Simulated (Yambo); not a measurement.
A free-standing PtS$_{2}$ monolayer (symmetry P-3m1, slab cell 15.5 Å high), G0W0@LDA in Yambo; all else as in the reference (6×6×1 Γ-centred k mesh, bands 5 to 94 and a 6 Ry block in the screening, 94 bands in G with the Bruneval-Gonze terminator, plasmon pole fitted at 27.2 eV, slab-truncated Coulomb interaction, stochastic integration of W near q = 0). One parameter is varied: the cutoff of the exchange sum, over 5, 10, 20, 40, 84 Ry.

Problem. From which value on does the gap (0.167, 0.167) → (0, 0.167) stay within 0.05 eV of the largest setting?

Solution. From 40 Ry on.
```csv
cutoff of the exchange sum (Ry),G0W0 gap (eV),valence shift (eV)
5,4.10,0.74
10,3.76,0.03
20,3.44,-0.37
40,3.33,-0.48
84,3.32,-0.49
```
The last step of the sweep still moves the gap by 7 meV; the other settings are held fixed. In the run with 94 bands and a 6 Ry block, which covers more k points, the smallest G0W0 gap is 3.26 eV, (0, 0.167) → (0, 0.167).

Spin-orbit coupling is not included.

Geometry relaxed with LDA; primitive cell a = b = 3.5125 Å, c = 15.5000 Å, α = β = 90.00°, γ = 120.00°.

A shift is the quasiparticle energy of the state minus its LDA energy.
